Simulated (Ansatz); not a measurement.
CuI in space group P-6m2 (No. 187; Cu on 1a, I on 1f) at seven volumes, DFT-PBEsol in the program Ansatz with PAW potentials, shape and atoms relaxed at each. One row is withheld.

```tsv
V (Å³/atom)	P (GPa)
20.871	5.90
21.559	3.56
22.247	1.63
22.935	0.00
23.623	?
24.311	-2.54
24.999	-3.48
```

Q: Fit the shown pressures and predict the withheld one.

A: P = (3/2)B₀(x^(7/2) − x^(5/2))[1 + (3/4)(B′ − 4)(x − 1)] with x = (V₀/V)^(2/3). Least squares on the six rows gives V₀ = 22.931 Å³/atom, B₀ = 49.8 GPa, B′ = 4.86. At V = 23.623, x = 0.9804 and P = -1.38 GPa. The run itself gave -1.40 GPa.

The cell is a constructed one: a structure type filled with these elements; neither database checked (COD, Materials Project) lists it. It is not the phase usual at ambient conditions (space group No. 216). The cell was relaxed with PBEsol under the symmetry of its start. At this level the phase is mechanically unstable. The run is not spin-polarised. Spin–orbit coupling is left out wherever it is not named.

Potentials: the later of the program's two PAW sets.
